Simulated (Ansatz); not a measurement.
Relaxed candidate structures of AlN:

A. F-43m (No. 216), cF8, zinc blende type; a = b = c = 4.3423 Å, α = β = γ = 90.00°; Al 4a (0.000, 0.000, 0.000); N 4d (0.750, 0.750, 0.750)

B. P6₃mc (No. 186), hP4, wurtzite type; a = 3.089 Å, b = 3.089 Å, c = 4.943 Å, α = 90.00°, β = 90.00°, γ = 120.00°; Al 2b (0.333, 0.667, 0.000); N 2b (0.333, 0.667, 0.382)

Problem. Put the candidates in order of energy per atom, lowest first, for LDA (plane waves to 420 eV, PAW, scalar-relativistic; Ansatz, a program for electronic structure).

Solution. B (reference, the lowest of the structures calculated here), A (+23 meV/atom)

Problem. Give each candidate's band gap.

Solution. No candidate is metallic. A: 3.25 eV (no spin-orbit coupling); B: 4.42 eV (no spin-orbit coupling).

Each run could gain symmetry but not lose that of its start, so entries can be saddle points.  Static energies at zero pressure. The runs use different k-meshes, so differences are rounded accordingly. No spin polarisation in the result.
